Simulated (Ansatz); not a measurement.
## Ge, before and after

The cell of Ge is invented: random sheet by layer group and Wyckoff sites. Its size is a rough estimate.

This is a two-dimensional sheet: the third axis spans vacuum and isn't periodic. Symmetry isn't written into the files.

start.cif

```cif
data_structure
_symmetry_space_group_name_H-M 'P 1'
_symmetry_Int_Tables_number 1
_cell_length_a 5.8362
_cell_length_b 5.8362
_cell_length_c 15.0000
_cell_angle_alpha 90.000
_cell_angle_beta 90.000
_cell_angle_gamma 120.000
_cell_volume 442.46
loop_
_atom_site_label
_atom_site_type_symbol
_atom_site_fract_x
_atom_site_fract_y
_atom_site_fract_z
_atom_site_occupancy
Ge1 Ge 0.50000 0.00000 0.51105 1
Ge2 Ge 0.00000 0.50000 0.51105 1
Ge3 Ge 0.50000 0.50000 0.51105 1
Ge4 Ge 0.00000 0.00000 0.48895 1
```

Level of theory: Ansatz 0.2.0, DFT PBE, scalar-relativistic, plane waves, PAW. Cutoff 420 eV, Gaussian smearing, Γ-centred meshes. In-plane cell and atoms relax first on a coarse mesh and then on a finer one. In metals the finer mesh still leaves noise of several meV/atom or more. The steps can't lower the symmetry of their start. No spin polarisation.

end.cif

```cif
data_structure
_symmetry_space_group_name_H-M 'P 1'
_symmetry_Int_Tables_number 1
_cell_length_a 5.3805
_cell_length_b 5.3805
_cell_length_c 26.1575
_cell_angle_alpha 90.000
_cell_angle_beta 90.000
_cell_angle_gamma 120.000
_cell_volume 655.81
loop_
_atom_site_label
_atom_site_type_symbol
_atom_site_fract_x
_atom_site_fract_y
_atom_site_fract_z
_atom_site_occupancy
Ge1 Ge 0.50000 0.00000 0.28003 1
Ge2 Ge 0.00000 0.50000 0.28003 1
Ge3 Ge 0.50000 0.50000 0.28003 1
Ge4 Ge 0.00000 0.00000 0.31947 1
```

The symmetry stays p6mm (No. 77). The area per atom shrinks by 15.0 %, from 7.4 to 6.3 Å². The shortest distance goes from 2.92 Å (Ge–Ge) to 2.69 Å (Ge–Ge). The program sets the height of the box itself, so the height of the cell differs between start and end.

```
Layer group                                : p6mm (No. 77)
In-plane cell                              : a = 5.381 Å, b = 5.381 Å, γ = 120.0°
Area per atom                              : 6.27 Å²
Thickness between the outermost nuclei     : 1.03 Å
Energy over the standard state             : +0.71 eV/atom
Gap on the 12×12×1 mesh of the 4-atom cell : 0 eV (a metal)
```

Energies count from the standard state of Ge at the same level. So it is a metastable form at best.

The last run used Gaussian smearing of 0.10 eV. Symmetry constrained the relaxation, so the result can be a saddle point. In all, the 5 runs took 14 min on 1 thread of Arm Neoverse N1, on a shared host.
